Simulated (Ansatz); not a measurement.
Ru (hcp, Mg type)

```yaml
crystal:
  lattice:
    - [2.69188, 0.00000, 0.00000]
    - [-1.34594, 2.33123, 0.00000]
    - [0.00000, 0.00000, 4.24566]
  atoms:
    - { symbol: Ru, position: [0.33333, 0.66667, 0.75000] }
    - { symbol: Ru, position: [0.66667, 0.33333, 0.25000] }
```

The slice is a (1 -1 0 0) plane (indices of the conventional cell) through the point (0.667, 0.333, 0.250) (fractional), spanned by u = [110] and v = [001] in vectors of this cell: u (2.69 Å) and v (4.25 Å, at 90° to u). It covers one period; positions are fractions (u, v).

Computed with PBEsol (plane waves to 420 eV, PAW, scalar-relativistic; Ansatz, a quantum-chemistry and plane-wave program). k mesh 20×20×11. These are valence fields of a PAW run, semicore shells included where kept as valence: close to a nucleus they are smooth pseudo fields. Ru is run without spin polarisation. Ru was relaxed with its symmetry unable to fall.

Three fields on this plane, each scaled to ten steps between its own extremes (0 low, 9 high; the total valence density on a logarithmic scale, the potential cut 8 eV below its top; x marks points blanked near nuclei; v = 0 in the bottom row):

Map A
```
|xxxxxxxx35753xxxxxxx|
|xxxxxxxx25752xxxxxxx|
|xxxxxxx3257523xxxxxx|
|xxxxxxx2367632xxxxxx|
|xxxxxx324787423xxxxx|
|xxxxx32467876423xxxx|
|xxx433567666765334xx|
|11234677544457764321|
|23457875311135787543|
|66788752100012578876|
|99987532111112357899|
|99875323xxxxx3235789|
|9875323xxxxxxx323578|
|876422xxxxxxxxx22467|
|765313xxxxxxxxx31356|
|764213xxxxxxxxx31246|
|765313xxxxxxxxx31356|
|876422xxxxxxxxx22467|
|9875323xxxxxxx323578|
|99875323xxxxx3235789|
|99987532111112357899|
|66788752100012578876|
|23457875311135787543|
|11234677544457764321|
|xxx433567666765334xx|
|xxxxx32467876423xxxx|
|xxxxxx324787423xxxxx|
|xxxxxxx2367632xxxxxx|
|xxxxxxx3257523xxxxxx|
|xxxxxxxx25752xxxxxxx|
|xxxxxxxx35753xxxxxxx|
|xxxxxxxx35853xxxxxxx|
```

Map B
```
|xxxxxxxx15651xxxxxxx|
|xxxxxxxx26762xxxxxxx|
|xxxxxxx0477740xxxxxx|
|xxxxxxx2588852xxxxxx|
|xxxxxx047898740xxxxx|
|xxxxx03689998630xxxx|
|xxx014678999876410xx|
|11235677888887765321|
|55667777666667777665|
|88887765433345677888|
|99987642000002467899|
|99986420xxxxx0246899|
|9987520xxxxxxx025789|
|998641xxxxxxxxx14689|
|998630xxxxxxxxx03689|
|998630xxxxxxxxx03689|
|998630xxxxxxxxx03689|
|998641xxxxxxxxx14689|
|9987520xxxxxxx025789|
|99986420xxxxx0246899|
|99987642000002467899|
|88887765433345677888|
|55667777666667777665|
|11235677888887765321|
|xxx014678999876410xx|
|xxxxx03689998630xxxx|
|xxxxxx047898740xxxxx|
|xxxxxxx2588852xxxxxx|
|xxxxxxx0477740xxxxxx|
|xxxxxxxx26762xxxxxxx|
|xxxxxxxx15651xxxxxxx|
|xxxxxxxx15651xxxxxxx|
```

Map C
```
|xxxxxxxx74347xxxxxxx|
|xxxxxxxx63236xxxxxxx|
|xxxxxxx9522259xxxxxx|
|xxxxxxx6311136xxxxxx|
|xxxxxx842000248xxxxx|
|xxxxx85310001358xxxx|
|xxx975321000123579xx|
|77654321100011234567|
|43333222222222223333|
|11222234455544322221|
|01112356788876532111|
|00123579xxxxx9753210|
|0012469xxxxxxx964210|
|001257xxxxxxxxx75210|
|001358xxxxxxxxx85310|
|001359xxxxxxxxx95310|
|001358xxxxxxxxx85310|
|001257xxxxxxxxx75210|
|0012469xxxxxxx964210|
|00123579xxxxx9753210|
|01112356788876532111|
|11222234455544322221|
|43333222222222223333|
|77654321100011234567|
|xxx975321000123579xx|
|xxxxx85310001358xxxx|
|xxxxxx842000248xxxxx|
|xxxxxxx6311136xxxxxx|
|xxxxxxx9522259xxxxxx|
|xxxxxxxx63236xxxxxxx|
|xxxxxxxx74347xxxxxxx|
|xxxxxxxx74347xxxxxxx|
```

Q: Assign the maps to these fields: electron localisation function (ELF); valence electron density; electrostatic potential energy of an electron, from the cell's mean.

A: A is the electron localisation function (ELF); B is the electrostatic potential energy of an electron, from the cell's mean; C is the valence electron density.
